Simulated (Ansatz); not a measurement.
## LiMg$_{2}$ under strong compression

```yaml
crystal:
  lattice:
    - [5.43018, -1.72692, 0.00000]
    - [5.43018, 1.72692, 0.00000]
    - [-1.09797, 0.00000, 3.28635]
  atoms:
    - { symbol: Li, position: [0.50000, 0.50000, 0.50000] }
    - { symbol: Mg, position: [0.84132, 0.84132, 0.84114] }
    - { symbol: Mg, position: [0.15868, 0.15868, 0.15886] }
```

The base volume is that of a database entry, so it needn't be at zero pressure; the structure needn't be the stable phase, at rest or compressed.

Its volume is scaled at fixed shape and fractional positions.

Level of theory: DFT with LDA, scalar-relativistic, in Ansatz 0.2.0; a Γ-centred 11×11×11 k mesh, Fermi–Dirac smearing of 0.05 eV, no spin polarisation. LAPW: all electrons, basis error target 1 meV/atom; PAW: frozen-core files, cutoff 420 eV; crystal datasets: all electrons, by PAW datasets that the program makes for each cell.

Energies are extrapolated to zero smearing and count from the unscaled cell; pressure is positive in compression; gaps take the mesh and a band path. No temperature or zero-point motion is included.

The PAW files were made under PBE.

```
V/V0  V (Å³/atom)  P LAPW (GPa)  ΔE LAPW (eV/atom)  P PAW − LAPW (GPa)  ΔE PAW − LAPW (meV/atom)
1.00        20.55         -1.39              0.000               -0.02                       0.0
0.75        15.41             ?              0.133               -0.04                      -1.0
0.65        13.35          26.6              0.376               -0.06                      -1.6
0.40         8.22         148.5              2.615               -0.18                      -4.8
```

Q: Give the missing entry: row "0.75", column "P LAPW (GPa)".

A: 12.72.

Q: From the table, what is the rise of the enthalpy H = E + pV up to the last row, and how stiff is the crystal between the last two rows?

A: ΔH = 2.615 eV + (148.5 GPa × 8.22 Å³ + 1.39 GPa × 20.55 Å³) × 0.006242 eV/(GPa·Å³) = 10.41 eV/atom, of which pV makes 75 %. The mean bulk modulus there is −ΔP/Δln V = 251 GPa.

Q: At the smallest volume, how far do crystal datasets lie from LAPW in pressure and in the largest force component?

A: crystal datasets: 0.00 GPa, 0.001 eV/Å, on a LAPW pressure of 148.5 GPa.

Q: How do the Löwdin populations by LAPW change from the unscaled cell to the last row?

A: Li 2s 1.10 → 1.19, Mg 3s 1.38 → 1.44 electrons an atom. These are projections on the shells that the free atoms fill; 1.16 e a cell lies outside them at the start and 0.99 e at the end.
